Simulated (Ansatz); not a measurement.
# Elastic constants of Al at 5 GPa (stress–strain coefficients): input and output

Level of theory: DFT PBEsol, scalar-relativistic, plane waves, PAW (Ansatz 0.2.0).

Launched with:
```bash
ansatz run input.yaml --threads 1 --pin off --max-ram 3072MiB --backend cpu --events-out ev --progress --plain --runs-dir out
```

Input (bare energies are in eV):
```yaml
crystal:
  lattice:
    - [2.7889106666, 0.0, 0.0]
    - [-1.3944553333, 2.4152674862, 0.0]
    - [0.0, 0.0, 4.583637084]
  atoms:
    - { symbol: Al, position: [0.6666666667, 0.3333333333, 0.75] }
    - { symbol: Al, position: [0.3333333333, 0.6666666667, 0.25] }
basis:
  ecutwfc: 420
kpoints:
  mp_grid: { grid: [18, 18, 10] }
hamiltonian:
  xc: pbesol
scf:
  occupations: { method: fermi_dirac, width: 0.15 }
output:
  forces: true
  stress: true
  eigenvalues: true
elastic:
  mode: relaxed_ion
  amplitude: 0.005
```

From the output:
```
--- Elastic constants: 3 strain directions × 4 members + reference (group order 24) ---
  dense FFT box of the reference and of every strained cell: 20×20×32
  strains applied: 11, 33, 23; error gains: componentwise 1.00 (the most a stress slope's error grows in a printed constant), spectral 1.41 (1 for all six strains in a standard setting)
  C = ∂σ_k/∂η_j (tension-positive GPa; Voigt order 11 22 33 23 13 12):
       144.270     80.021     77.048      0.000      0.000      0.000
        80.021    144.270     77.048      0.000      0.000      0.000
        77.068     77.068    141.542      0.000      0.000      0.000
         0.000      0.000      0.000     11.349     -0.000      0.000
         0.000      0.000      0.000     -0.000     11.349      0.000
         0.000      0.000      0.000      0.000      0.000     32.125
  reference stress σ⁰ (GPa):     -5.000     -5.000     -4.999     -0.000     -0.000      0.000
  C* (energy form; C + prestress term) asymmetry max|C*_kj − C*_jk| = 2.149e-2 GPa — a small one proves nothing (zero by symmetry where the batch's group is 432, −43m or m−3m); a large one is finite-difference/SCF noise where every solve ...
  moduli (Voigt/Reuss/Hill, GPa): K = 99.82/99.78/99.80   G = 24.03/18.61/21.32   E = 59.71   ν = 0.400
  mechanically stable: yes (min eigenvalue of sym C = 11.35 GPa)
  harmonic check of the ions' relaxations: strain 23: 1 pair too noisy to judge
  the stresses are not corrected for the forces that the relaxations left standing (`elastic.f_tol`)
  strain η (Voigt 11):  stress-route row diagonal C_11 = 144.27 GPa, energy-path curvature d²(F+E_count+ΔE)/dδ²/Ω₀ = 144.21 GPa
    cells at ±δ against ±2δ: C11 144.49 and 145.14 GPa, apart by 0.45 % of the column's largest entry
         δ    σ_11 (GPa) F (eV) n_scf n_hpsi n_pw
    -1.000e-2      -6.5217       -1049.0225536       9   80849    614   relax 3 steps, max|allowed force component| 5.70e-6 eV/Å
    -5.000e-3      -5.7402       -1049.0284587       9   80814    618   relax 2 steps, max|allowed force component| 1.65e-5 eV/Å
     5.000e-3      -4.2953       -1049.0381029       9   80697    622   relax 2 steps, max|allowed force component| 2.11e-5 eV/Å
     1.000e-2      -3.6190       -1049.0419157       9   80691    626   relax 2 steps, max|allowed force component| 2.11e-5 eV/Å
  strain η (Voigt 33):  stress-route row diagonal C_33 = 141.54 GPa, energy-path curvature d²(F+E_count+ΔE)/dδ²/Ω₀ = 141.48 GPa
    cells at ±δ against ±2δ: C33 141.91 and 143.03 GPa, apart by 0.79 % of the column's largest entry
         δ    σ_33 (GPa) F (eV) n_scf n_hpsi n_pw
    -1.000e-2      -6.5229       -1049.0225612       6   29020    615   relax 0 steps, max|allowed force component| 1.53e-17 eV/Å
    -5.000e-3      -5.7323       -1049.0284621       3   25762    616   relax 0 steps, max|allowed force component| 2.95e-17 eV/Å
     5.000e-3      -4.3131       -1049.0381088       3   25737    622   relax 0 steps, max|allowed force component| 1.68e-17 eV/Å
     1.000e-2      -3.6623       -1049.0419501       5   28571    627   relax 0 steps, max|allowed force component| 2.83e-17 eV/Å
  strain η (Voigt 23):  stress-route row diagonal C_44 = 11.35 GPa, energy-path curvature d²(F+E_count+ΔE)/dδ²/Ω₀ = 13.82 GPa
    cells at ±δ against ±2δ: C44 11.47 and 11.84 GPa, apart by 3.24 % of the column's largest entry
         δ    σ_23 (GPa) F (eV) n_scf n_hpsi n_pw
    -1.000e-2      -0.1184       -1049.0334913       9  127979    619   relax 3 steps, max|allowed force component| 1.18e-5 eV/Å
    -5.000e-3      -0.0574       -1049.0335932       9  127815    622   relax 2 steps, max|allowed force component| 7.50e-6 eV/Å
     5.000e-3       0.0574       -1049.0335932       9  127974    622   relax 3 steps, max|allowed force component| 2.64e-6 eV/Å
     1.000e-2       0.1184       -1049.0334913       9  127989    619   relax 3 steps, max|allowed force component| 1.18e-5 eV/Å
```

The run took 110 s on 1 thread of Intel(R) Xeon(R) 6975P-C (Granite Rapids) (shared host), peak memory 0.56 GiB.

In a metal, frequencies and elastic constants depend on the k mesh and the smearing, soft modes and shear constants most. Other phases may be more stable at this pressure. The constants from two strain amplitudes disagree, so they are only loosely converged.

The least eigenvalue is 11.3 GPa; in a metal on this mesh the verdict on stability isn't firm within about 20 GPa or a tenth of the bulk modulus.

This form isn't the element's structure at ambient conditions.